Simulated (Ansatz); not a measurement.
# Structures of Cs3KSb: which is lowest?

Plane-wave DFT in Ansatz with scalar-relativistic PAW potentials, cutoff 420 eV, Γ-centred meshes chosen by cell and gap, Gaussian smearing with energies taken to zero width. Every cell was relaxed (cell and atoms) in a run of its own, within the symmetry of its start. Functional: PBE.

Relaxed structures (starts from databases or built by putting these elements on another compound's sites):
A. Pm-3m, 5 atoms in the computed cell, a = 7.582 Å; sites (symmetry × multiplicity) K m-3m × 1, Cs 4/mm.m × 3, Sb m-3m × 1; start: built
B. P4mm, 5 atoms in the computed cell, a = 6.008 Å, c = 10.410 Å; sites (symmetry × multiplicity) K 4mm × 1, Cs 2mm. × 2 + 4mm × 1, Sb 4mm × 1; start: built

Question: Rank them by energy. Could pressure change the order?

Answer:
| structure | group | E − E(lowest) (meV/atom) | V (Å³/atom) | gap on mesh (eV) |
| --- | --- | --- | --- | --- |
| B | P4mm | 0.0 | 75.14 | 0.00 |
| A | Pm-3m | 41 | 87.19 | 0.00 |

B is lowest, 41 meV/atom under A. The lowest is also the densest of these, so pressure wouldn't bring one of the others in at first order. Other structures may lie lower than all of these, and vibrations aren't counted.

Spin-orbit coupling is left out, which matters for the bands of heavy elements.